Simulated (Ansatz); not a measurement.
Relaxation of a relaxed SnO cell displaced along its unstable phonon at q = (0, 0, ½) of its primitive reciprocal cell (74i cm⁻¹), largest move 0.15 Å; 4 atoms in the cell, which starts as Pmma (No. 51), oP4; a = 5.929 Å, b = 3.231 Å, c = 3.231 Å, α = 90.00°, β = 90.00°, γ = 90.00°. All values below come from r2SCAN (plane waves to 500 eV, PAW, scalar-relativistic; Ansatz, a program for electronic structure). Γ-centred k-mesh 10×10×6 on the run's cell (coarser than for final values), Fermi–Dirac smearing 0.05 eV. This is the first round of the run. 

The optimiser's lines from the output (shortened; P is positive under compression):

```
relax step   1: F+E_penalty+E_count = -13212.88439929 eV  Δ(F+E_penalty+E_count) = +0.000e0 eV  max|allowed force component| = 4.479e-1 eV/Å  Δτ_max = 0.0000 Å  P = +5.791 GPa  Ω = 61.885 Å³  (9 SCF iters, dr2 threshold 1.00e-7 eV, accepted)
relax step   2: F+E_penalty+E_count = -13212.95566741 eV  Δ(F+E_penalty+E_count) = -7.127e-2 eV  max|allowed force component| = 4.339e-1 eV/Å  Δτ_max = 0.1947 Å  P = -0.663 GPa  Ω = 64.282 Å³  (9 SCF iters, dr2 threshold 4.00e-7 eV, accepted)
relax step   3: F+E_penalty+E_count = -13212.99312931 eV  Δ(F+E_penalty+E_count) = -3.746e-2 eV  max|allowed force component| = 3.171e-1 eV/Å  Δτ_max = 0.1150 Å  P = -0.842 GPa  Ω = 64.740 Å³  (8 SCF iters, dr2 threshold 4.00e-7 eV, accepted)
relax step   4: F+E_penalty+E_count = -13213.00815725 eV  Δ(F+E_penalty+E_count) = -1.503e-2 eV  max|allowed force component| = 3.018e-1 eV/Å  Δτ_max = 0.0258 Å  P = -0.726 GPa  Ω = 65.074 Å³  (7 SCF iters, dr2 threshold 4.00e-7 eV, accepted)
relax step   5: F+E_penalty+E_count = -13213.02863541 eV  Δ(F+E_penalty+E_count) = -2.048e-2 eV  max|allowed force component| = 5.034e-1 eV/Å  Δτ_max = 0.1321 Å  P = +2.583 GPa  Ω = 67.273 Å³  (8 SCF iters, dr2 threshold 4.00e-7 eV, accepted)
relax step   6: F+E_penalty+E_count = -13213.06876348 eV  Δ(F+E_penalty+E_count) = -4.013e-2 eV  max|allowed force component| = 6.193e-2 eV/Å  Δτ_max = 0.0269 Å  P = +0.025 GPa  Ω = 69.646 Å³  (7 SCF iters, dr2 threshold 4.00e-7 eV, accepted)
relax step   7: F+E_penalty+E_count = -13213.06922167 eV  Δ(F+E_penalty+E_count) = -4.582e-4 eV  max|allowed force component| = 9.303e-3 eV/Å  Δτ_max = 0.0097 Å  P = +0.048 GPa  Ω = 69.801 Å³  (7 SCF iters, dr2 threshold 2.40e-7 eV, accepted)
relax step   8: F+E_penalty+E_count = -13213.06923798 eV  Δ(F+E_penalty+E_count) = -1.631e-5 eV  max|allowed force component| = 2.349e-3 eV/Å  Δτ_max = 0.0018 Å  P = +0.004 GPa  Ω = 69.893 Å³  (5 SCF iters, dr2 threshold 2.47e-8 eV, accepted)
relax step   9: F+E_penalty+E_count = -13213.06922762 eV  Δ(F+E_penalty+E_count) = +1.036e-5 eV  max|allowed force component| = 2.513e-3 eV/Å  Δτ_max = 0.0017 Å  P = +0.010 GPa  Ω = 69.947 Å³  (9 SCF iters, accepted)
relax step  10: F+E_penalty+E_count = -13213.07386672 eV  Δ(F+E_penalty+E_count) = -4.639e-3 eV  max|allowed force component| = 4.908e-4 eV/Å  Δτ_max = 0.0000 Å  P = +0.087 GPa  Ω = 69.947 Å³  stress off target by 2.28e-1 GPa  SCF on the basis re-selected at this cell (its energy is not comparable with the rows above)  (8 SCF iters)
relax step  11: F+E_penalty+E_count = -13213.07426660 eV  Δ(F+E_penalty+E_count) = -3.999e-4 eV  max|allowed force component| = 3.549e-3 eV/Å  Δτ_max = 0.0049 Å  P = +0.080 GPa  Ω = 70.288 Å³  (6 SCF iters, dr2 threshold 1.30e-7 eV, accepted)
relax step  12: F+E_penalty+E_count = -13213.07429068 eV  Δ(F+E_penalty+E_count) = -2.408e-5 eV  max|allowed force component| = 1.060e-3 eV/Å  Δτ_max = 0.0046 Å  P = +0.009 GPa  Ω = 70.567 Å³  (6 SCF iters, dr2 threshold 3.38e-8 eV, accepted)
relax step  13: F+E_penalty+E_count = -13213.07446158 eV  Δ(F+E_penalty+E_count) = -1.709e-4 eV  max|allowed force component| = 1.044e-3 eV/Å  Δτ_max = 0.0000 Å  P = +0.007 GPa  Ω = 70.567 Å³  stress off target by 1.70e-2 GPa  SCF on the basis re-selected at this cell (its energy is not comparable with the rows above)  (7 SCF iters)
```

From the first to the last row the energy changes by -0.05 eV/atom and the volume by +14.0 %. The last row is marked as not comparable with the walk above it, whose basis was carried along; it does compare with step 1, since both stand on a basis selected at the nominal cutoff for their own cell.

Later rounds, restarted from the end of this one on a renewed k-mesh, logged 6 more steps and released under 0.01 eV/atom more. The final structure after all rounds: Pmma (No. 51), oP4; a = 5.7167 Å, b = 3.2557 Å, c = 3.7906 Å, α = β = γ = 90.00°. Between re-selections the logged energies stand on a plane-wave basis carried along with the cell. No spin polarisation in the result.

The run could not lose the symmetry of its start, so the end can be a saddle point.

Of the parent cell (P4/mmm (No. 123)): The first start was generated by placing the elements on the sites of a structure type. Materials Project lists a structure of SnO in the same space group, P4/mmm (No. 123); the sites were not compared with it, nor with measured phases. Known forms of SnO include space group No. 129.

The relaxed structure here is a generated cell of SnO: the first start was made by placing the elements on the sites of a structure type, and the end was not matched to a known phase here, so it may be hypothetical. Known forms of SnO include space group No. 129.
